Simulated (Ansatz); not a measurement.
## Property card for HfSi$_{2}$

HfSi2:
```xyz
3
Lattice="-1.6093 1.6093 4.4503 1.6093 -1.6093 4.4503 1.6093 1.6093 -4.4503" Properties=species:S:1:pos:R:3 pbc="T T T"
Hf     0.0000     0.0000     0.0000
Si     0.0000     0.0000     2.8109
Si     0.0000     0.0000     6.0898
```

Space group I4/mmm (No. 139), MoSi2 or CaC2 type; conventional cell a = 3.2186 Å, b = 3.2186 Å, c = 8.9007 Å, α = 90.00°, β = 90.00°, γ = 90.00°.

Method: plane-wave PAW LDA (Ansatz code). Structure relaxed to zero pressure with the same functional. Other levels are named where they apply.

### Cell and energy

* **Volume per atom**: 15.37 Å³
* **Density**: 8.45 g/cm³
* **Formation energy from the elements (no fitted shifts)**: -40 kJ/mol of atoms

### Electronic structure

Electronic character: metallic (no gap)
Density of states at the Fermi level: 0.66 states/eV per atom (mean over ±0.08 eV)

### Mechanics

- Bulk modulus (Birch–Murnaghan fit) = 147 GPa
- Pressure derivative B′ = 4.1

### Phonons

- Highest zone-centre frequency: 288 cm⁻¹
- Zone-centre stability: no imaginary mode at Γ

A made-up cell: these elements were put on the sites of a structure type; neither database checked (COD, Materials Project) lists it. COD files the formula under space group No. 63, so this cell is another polymorph or a model. Its standing as an ambient phase is unchecked. The cell was relaxed with LDA under the symmetry of its start. The run is not spin-polarised. As this level gives no gap, phonon frequencies hold no LO–TO term and depend on the k-mesh and smearing (Fermi–Dirac, 0.1 eV here). The references are the lowest solids computed at this level, not always the standard phases. Scalar-relativistic: spin–orbit coupling is off unless named, which matters more the heavier the elements.

Potentials: the later of the program's two PAW sets.
